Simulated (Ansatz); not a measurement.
Ansatz (an electronic-structure program) input:

Ansatz 0.2 input:
```yaml
crystal:
  lattice:
    - [2.7298189254, 0.0, 0.0]
    - [-1.3649094627, 2.3640925371, 0.0]
    - [0.0, 0.0, 4.3683104135]
  atoms:
    - { symbol: Tc, position: [0.3333333333, 0.6666666667, 0.75] }
    - { symbol: Tc, position: [0.6666666667, 0.3333333333, 0.25] }
kpoints:
  mp_grid: { grid: [36, 36, 20] }
hamiltonian:
  xc: pbe
  dispersion: d3bj
  pseudopotentials: { kind: paw }
scf:
  occupations: { method: fermi_dirac, width: 0.1 }
elastic: { mode: relaxed_ion, stencil: two_point, amplitude: 0.005, f_tol: 0.0005 }
```

Output (shortened):

```
Pseudopotential: Tc, paw, valence charge 15
Functional definition: PBE
Crystal: 2 atoms, lattice volume = 28.191 Å³
Basis set: ecut = 500 eV, 699 PW (Γ), exchange–correlation on 48×48×72 points (8 copies of the dense FFT grid, shifted against one another)
Bands: 19, of which v1, the nominal top of the filled ones, is band 15 counted from 1 (14 counted from 0)
Symmetry: 24 space group operations
Space group: P63/mmc (ITA 194), of the structure as read, at distance tolerance 3.0e-5 Å
k-points: 1397 of 25920
the search or the solves at the SCF's close seem to have found levels that the self-consistency loop had missed (the run counts 1) …
SCF 1 converged in 9 iterations: F = -10797.399241 eV  dr2 = 2.39e-15
Crystal: 2 atoms, lattice volume = 28.050 Å³
Symmetry: 8 space group operations
k-points: 3773 of 25920
SCF 2 converged in 9 iterations: F = -10797.397822 eV  dr2 = 1.87e-14
relax step   1: F+E_penalty+E_count = -10797.39782206 eV  Δ(F+E_penalty+E_count) = +0.000e0 eV  max|allowed force component| = 1.876e-2 eV/Å  Δτ_max = 0.0000 Å  (9 SCF iters, accepted)
Crystal: 2 atoms, lattice volume = 28.050 Å³
SCF 3 converged in 7 iterations: F = -10797.397870 eV  dr2 = 3.78e-15
relax step   2: F+E_penalty+E_count = -10797.39787021 eV  Δ(F+E_penalty+E_count) = -4.815e-5 eV  max|allowed force component| = 7.111e-4 eV/Å  Δτ_max = 0.0027 Å  (7 SCF iters, accepted)
Crystal: 2 atoms, lattice volume = 28.050 Å³
SCF 4 converged in 9 iterations: F = -10797.397870 eV  dr2 = 0.0
relax step   3: F+E_penalty+E_count = -10797.39787028 eV  Δ(F+E_penalty+E_count) = -6.929e-8 eV  max|allowed force component| = 1.780e-7 eV/Å  Δτ_max = 0.0001 Å  (9 SCF iters, accepted)
Crystal: 2 atoms, lattice volume = 28.050 Å³
SCF 5 converged in 6 iterations: F = -10797.397870 eV  dr2 = 9.66e-17
Crystal: 2 atoms, lattice volume = 28.332 Å³
Basis set: ecut = 500 eV, 707 PW (Γ), exchange–correlation on 48×48×72 points (8 copies of the dense FFT grid, shifted against one another)
SCF 6 converged in 9 iterations: F = -10797.398307 eV  dr2 = 1.75e-14
relax step   1: F+E_penalty+E_count = -10797.39830690 eV  Δ(F+E_penalty+E_count) = +0.000e0 eV  max|allowed force component| = 1.802e-2 eV/Å  Δτ_max = 0.0000 Å  (9 SCF iters, accepted)
Crystal: 2 atoms, lattice volume = 28.332 Å³
SCF 7 converged in 7 iterations: F = -10797.398353 eV  dr2 = 3.29e-15
relax step   2: F+E_penalty+E_count = -10797.39835307 eV  Δ(F+E_penalty+E_count) = -4.617e-5 eV  max|allowed force component| = 6.792e-4 eV/Å  Δτ_max = 0.0025 Å  (7 SCF iters, accepted)
Crystal: 2 atoms, lattice volume = 28.332 Å³
SCF 8 converged in 9 iterations: F = -10797.398353 eV  dr2 = 0.0
relax step   3: F+E_penalty+E_count = -10797.39835313 eV  Δ(F+E_penalty+E_count) = -6.566e-8 eV  max|allowed force component| = 2.752e-7 eV/Å  Δτ_max = 0.0001 Å  (9 SCF iters, accepted)
Crystal: 2 atoms, lattice volume = 28.332 Å³
SCF 9 converged in 6 iterations: F = -10797.398353 eV  dr2 = 9.41e-17
Crystal: 2 atoms, lattice volume = 28.050 Å³
SCF 10 converged in 7 iterations: F = -10797.397977 eV  dr2 = 1.32e-14
Crystal: 2 atoms, lattice volume = 28.332 Å³
Basis set: ecut = 500 eV, 701 PW (Γ), exchange–correlation on 48×48×72 points (8 copies of the dense FFT grid, shifted against one another)
SCF 11 converged in 5 iterations: F = -10797.398002 eV  dr2 = 3.11e-14
Crystal: 2 atoms, lattice volume = 28.191 Å³
Symmetry: 4 space group operations
k-points: 6680 of 25920
SCF 12 converged in 9 iterations: F = -10797.398924 eV  dr2 = 9.46e-15
relax step   1: F+E_penalty+E_count = -10797.39892374 eV  Δ(F+E_penalty+E_count) = +0.000e0 eV  max|allowed force component| = 2.685e-4 eV/Å  Δτ_max = 0.0000 Å  (9 SCF iters, accepted)
Crystal: 2 atoms, lattice volume = 28.191 Å³
SCF 13 converged in 6 iterations: F = -10797.398924 eV  dr2 = 2.82e-18
Crystal: 2 atoms, lattice volume = 28.191 Å³
SCF 14 converged in 9 iterations: F = -10797.398924 eV  dr2 = 1.02e-14
relax step   1: F+E_penalty+E_count = -10797.39892374 eV  Δ(F+E_penalty+E_count) = +0.000e0 eV  max|allowed force component| = 2.685e-4 eV/Å  Δτ_max = 0.0000 Å  (9 SCF iters, accepted)
Crystal: 2 atoms, lattice volume = 28.191 Å³
SCF 15 converged in 6 iterations: F = -10797.398924 eV  dr2 = 2.59e-18
SCF converged after 9 iterations
Free energy (F): -10797.399241 eV
Harris-Foulkes:  -10797.399241 eV  (|F-HF|=0.00e0)
Internal energy: -10797.333212 eV  (E = F + TS)
E sigma→0 (E₀):  -10797.366227 eV
Entropy (-TS):   -0.066029 eV (-33.014 meV/atom)
Fermi energy:    22.766531 eV
--- Per-component energies (eV) ---
  E_band       = -85.315133
  E_kinetic    = 1249.337157
  E_local      = -2340.376710  (includes V_loc(G=0)·N_el)
  E_nonlocal   = 572.313117
  E_hartree    = 632.631432
  E_xc         = -479.864933
  E_vxc        = -591.108148  (∫ρ·V_xc dr)
  E_paw        = -6556.603175  (= ΣΔE_a)
  E_vpaw       = -240.743356  (= ΣTr[D̂ρ^β])
  E_aug_tail   = -0.000059  (compensation charges beyond the density's cutoff)
  E_ewald      = -3873.477183
  E_disp       = -1.292858  (pairwise vdW)
  E_smearing   = -0.066029  (= −TS)
  E_closure    = 0.000000  (closes the sum)
  Σ components = -10797.399241   (vs F -10797.399241, Δ=0.00e0)
--- Forces (eV/Å), atoms counted from 1 ---
  atom   1  Tc     0.00000000     0.00000000     0.00000000
  atom   2  Tc     0.00000000     0.00000000     0.00000000
  max |Σ_I F_I| component: 0.00e0 eV/Å
--- Stress (GPa, compression-positive) ---
        0.254782       0.000000       0.000000
        0.000000       0.254782       0.000000
        0.000000       0.000000      -0.001708
  P = ⅓ Tr σ = 0.1693 GPa (1.693 kbar)
--- Band table (eV; the first three rows and the last of 1397) ---
  k-point 0: bands = ["-44.0377", "-43.7792", "-16.6918", "-15.5304", "-15.5304", "-15.3328", "-15.3328", "-15.2847", "15.4047", "17.2467", "21.1739", "21.1739", "21.2723", "21.9153", "21.9153", "22.6177", "22.6177", "24.5154", "25.3537"]
  k-point 1: bands = ["-44.0361", "-43.7808", "-16.6836", "-15.5292", "-15.5292", "-15.3340", "-15.3340", "-15.2940", "15.4331", "17.2560", "21.1566", "21.1566", "21.2567", "21.8975", "21.8975", "22.6589", "22.6589", "24.4278", "25.3569"]
  k-point 2: bands = ["-44.0315", "-43.7856", "-16.6593", "-15.5256", "-15.5256", "-15.3377", "-15.3377", "-15.3214", "15.5176", "17.2831", "21.1119", "21.1119", "21.2111", "21.8458", "21.8458", "22.7750", "22.7750", "24.1790", "25.3641"]
  k-point 1396: bands = ["-43.7435", "-43.7435", "-16.4082", "-16.4082", "-16.1086", "-16.1086", "-15.5338", "-15.5338", "18.8536", "18.8536", "19.4240", "19.4240", "20.9714", "20.9714", "22.6634", "22.6634", "25.4245", "25.4245", "32.2764"]
--- Elastic constants: 3 strain directions × 2 members + reference (group order 24) ---
  dense FFT box of the reference and of every strained cell: 24×24×36
  strains applied: 11, 33, 23; error gains …
  pairwise dispersion correction: d3bj (s6 = 1.0, s8 = 0.7875, a1 = 0.4289, a2_bohr = 4.4407), with the weights of each atom's references fixed at the …
  C = ∂σ_k/∂η_j (tension-positive GPa; Voigt order 11 22 33 23 13 12):
       513.493    236.786    197.301      0.000      0.000      0.000
       236.786    513.493    197.301      0.000      0.000      0.000
       197.048    197.048    569.152      0.000      0.000      0.000
         0.000      0.000      0.000    144.178      0.000      0.000
         0.000      0.000      0.000      0.000    144.178      0.000
         0.000      0.000      0.000      0.000      0.000    138.354
  reference stress σ⁰ (GPa):     -0.255     -0.255      0.002      0.000      0.000      0.000
  moduli (Voigt/Reuss/Hill, GPa): K = 317.60/317.55/317.57   G = 149.68/148.00/148.84   E = 386.18   ν = 0.297
  mechanically stable: yes (min eigenvalue of sym C = 138.35 GPa)
  strain η (Voigt 11):  stress-route row diagonal C_11 = 513.49 GPa, energy-path curvature d²(F+E_count+ΔE)/dδ²/Ω₀ = 513.46 GPa
         δ    σ_11 (GPa)             F (eV)   n_scf  n_hpsi   n_pw
    -5.000e-3      -2.8822      -10797.3978703       6  919768    738   relax 3 steps, max|allowed force component| 1.78e-7 eV/Å
     5.000e-3       2.2528      -10797.3983531       6  919113    744   relax 3 steps, max|allowed force component| 2.75e-7 eV/Å
  strain η (Voigt 33):  stress-route row diagonal C_33 = 569.15 GPa, energy-path curvature d²(F+E_count+ΔE)/dδ²/Ω₀ = 569.11 GPa
         δ    σ_33 (GPa)             F (eV)   n_scf  n_hpsi   n_pw
    -5.000e-3      -2.8933      -10797.3979766       7  494154    735   relax 0 steps, max|allowed force component| 2.49e-17 eV/Å
     5.000e-3       2.7982      -10797.3980019       5  382777    744   relax 0 steps, max|allowed force component| 1.56e-17 eV/Å
  strain η (Voigt 23):  stress-route row diagonal C_44 = 144.18 GPa, energy-path curvature d²(F+E_count+ΔE)/dδ²/Ω₀ = 144.26 GPa
         δ    σ_23 (GPa)             F (eV)   n_scf  n_hpsi   n_pw
    -5.000e-3      -0.7209      -10797.3989237       6  1631998    741   relax 1 steps, max|allowed force component| 2.68e-4 eV/Å
     5.000e-3       0.7209      -10797.3989237       6  1631703    741   relax 1 steps, max|allowed force component| 2.68e-4 eV/Å
```

Cost: about 40 core-minutes (a rough figure) on shared cores.

Space group P6_3/mmc (hcp (Mg type)). Symmetry was held in the PBE+D3(BJ) relaxation. The run is not spin-polarised. The pairwise dispersion correction was not fitted to metals. As this level gives no gap, shear constants depend on the k-mesh and smearing (Fermi–Dirac, 0.1 eV here). Axis ratios of metals converge slowly with the k-mesh, so a and c are less sure than the volume. Spin–orbit coupling is left out wherever it is not named.

Potentials: the later of the program's two PAW sets.

Ansatz is a plane-wave DFT program.
